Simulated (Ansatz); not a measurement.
BN (wurtzite)

```
CELL_PARAMETERS angstrom
      2.54397     0.00000     0.00000
     -1.27198     2.20314     0.00000
      0.00000     0.00000     4.20774
ATOMIC_POSITIONS crystal
  B  0.66667 0.33333 0.99990
  B  0.33333 0.66667 0.49990
  N  0.66667 0.33333 0.62530
  N  0.33333 0.66667 0.12530
```

In each cell atom 1 (B, nearest neighbour N at 1.561 Å; its periodic images, 2.5 Å or more away, move with it) moves by s·(1.000, 0.000, 0.000) (along Cartesian x), the rest being held.

Level of theory: r2SCAN (plane waves to 500 eV, PAW, scalar-relativistic; Ansatz, a program for electronic structure). k mesh 12×12×6 (Γ-centred), Fermi-Dirac smearing 0.05 eV. The energy includes the smearing's −TS. BN was relaxed with its symmetry unable to fall. The zero of ΔE is the undisplaced structure.

**Question.** Predict the ΔE (meV/cell) at s (Å) = -0.470, -0.376, -0.282, 0.188, 0.470.

**Answer.** 
```csv
s (Å),ΔE (meV/cell)
-0.470,2799
-0.376,1783
-0.282,1001
0.188,445
0.470,2799
```

(A displaced cell: forces are minus the slopes of the energy, force constants its curvatures, and phonons follow from these.)
